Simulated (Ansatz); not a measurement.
The relaxed structure here is a generated cell of Cu: the first start was made by placing the elements on the sites of a structure type, and the end was not matched to a known phase here, so it may be hypothetical. Known forms of Cu include space group No. 225.

One starting cell of Cu (a generated cell, Cu placed in the simple-cubic structure type) was relaxed twice with Ansatz (plane waves, PAW, scalar-relativistic): with r2SCAN at 500 eV and with PBE at 420 eV. The r2SCAN result:

```xyz
1
Lattice="2.3703 0.0000 0.0000 0.0000 2.3703 0.0000 0.0000 0.0000 2.3703" Properties=species:S:1:pos:R:3 pbc="T T T"
Cu     0.0000     0.0000     0.0000
```

```tsv
quantity	r2SCAN	PBE
space group	Pm-3m	Pm-3m
volume (Å³/atom)	13.32	(withheld)
a (Å)	2.370	(withheld)
gap (eV, no spin-orbit coupling)	0.00	(withheld)
```

### Question
What does PBE give for the same quantities?

### Answer

- volume (Å³/atom), PBE: 13.93
- a (Å), PBE: 2.406
- gap (eV, no spin-orbit coupling), PBE: 0.00

Both levels end in the same structure; PBE's volume is 4.6 % larger. Neither column is exact.

No spin polarisation in the result.

The run could not lose the symmetry of its start, so the end can be a saddle point.

Ansatz is a program for electronic structure.
